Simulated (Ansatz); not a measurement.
Zr2N (anti-rutile, P4_2/mnm), PBE (plane waves, PAW; program Ansatz), all energies at zero smearing, with the estimated change up to a 700 eV cutoff added, with one set of potentials and settings (totals compare only within such a set). Cell of 6 atoms (4 Zr, 2 N): -17510.842 eV.

```
element                reference phase  E (eV/atom)
-------  -----------------------------  -----------
Zr       P6_3/mmc, 2 atoms in the cell   -4183.8362
N            Pa-3, 8 atoms in the cell    -384.0325
```

Formation energy per atom, worked out: (-17510.842 − 4×(-4183.8362) − 2×(-384.0325))/6 = -1.239 eV/atom (-120 kJ per mol of atoms), at 0 K, without zero-point energy or fitted corrections.

The workflow started from a Materials Project entry (that database holds measured and hypothetical structures alike); the Crystallography Open Database copy checked does not list it. Whether it is the stable phase at ambient conditions was not checked. The cell was relaxed with PBE under the symmetry of its start; whether a distortion lowers the energy is not shown. The run is not spin-polarised. The references are the lowest solids computed at this level, not always the standard phases (solids in place of the gases).

Potentials: the later of the program's two PAW sets.
